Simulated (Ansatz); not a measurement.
One crystal and one scan (energy against volume) at two levels, PBE (plane waves to 420 eV, PAW, scalar-relativistic; Ansatz, a program for electronic structure) and r2SCAN (plane waves to 500 eV, PAW, scalar-relativistic; Ansatz), each from its own relaxed cell and on its own mesh. The cell shown is that of PBE.

LaGa₂ (space group P6/mmm)

```yaml
crystal:
  lattice:
    - [4.33246, 0.00000, 0.00000]
    - [-2.16623, 3.75202, 0.00000]
    - [0.00000, 0.00000, 4.45995]
  atoms:
    - { symbol: La, position: [0.00000, 0.00000, 0.00000] }
    - { symbol: Ga, position: [0.33333, 0.66667, 0.50000] }
    - { symbol: Ga, position: [0.66667, 0.33333, 0.50000] }
```

E(V) scan at fixed shape, V₀ the volume above. Symmetry pins the atoms to their sites.

The energy includes the smearing's −TS. LaGa2 is run without spin polarisation. LaGa2 was relaxed with its symmetry unable to fall. With the shape held, the modulus is that of even scaling; a crystal free to change shape is softer. Percentages come from the unrounded values. Both scans cover V/V₀ from 0.840 to 1.160.

Results of PBE:

Lattice constant a (Å): 4.332
Lattice constant c (Å): 4.460
Relaxed volume (Å³/atom): 24.17
Pressure at the smallest volume (GPa): 16.9
Energy cost of the largest compression (meV/atom): 177
Energy cost of the largest expansion (meV/atom): 98
Bulk modulus at fixed cell shape B₀ (third-order Birch-Murnaghan fit) (GPa): 66.7
Pressure for 5 % compression (fit) (GPa): 3.8

Problem. Estimate the r2SCAN values.

Solution. 
```tsv
quantity	r2SCAN	PBE − r2SCAN
Lattice constant a (Å)	4.295	+0.037 (+0.9 %)
Lattice constant c (Å)	4.492	-0.032 (-0.7 %)
Relaxed volume (Å³/atom)	23.92	+0.25 (+1.0 %)
Pressure at the smallest volume (GPa)	18.5	-1.6 (-9 %)
Energy cost of the largest compression (meV/atom)	191	-14 (-8 %)
Energy cost of the largest expansion (meV/atom)	108	-10 (-9 %)
Bulk modulus at fixed cell shape B₀ (third-order Birch-Murnaghan fit) (GPa)	73.5	-6.8 (-9.3 %)
Pressure for 5 % compression (fit) (GPa)	4.2	-0.4 (-9 %)
```

PBE gives the higher value for: lattice constant a; relaxed volume. PBE gives the lower value for: lattice constant c; pressure at the smallest volume; energy cost of the largest compression; energy cost of the largest expansion; bulk modulus at fixed cell shape B₀; pressure for 5 % compression.

(Under strain, the slope of the energy per volume gives the stress and its curvature an elastic modulus.)
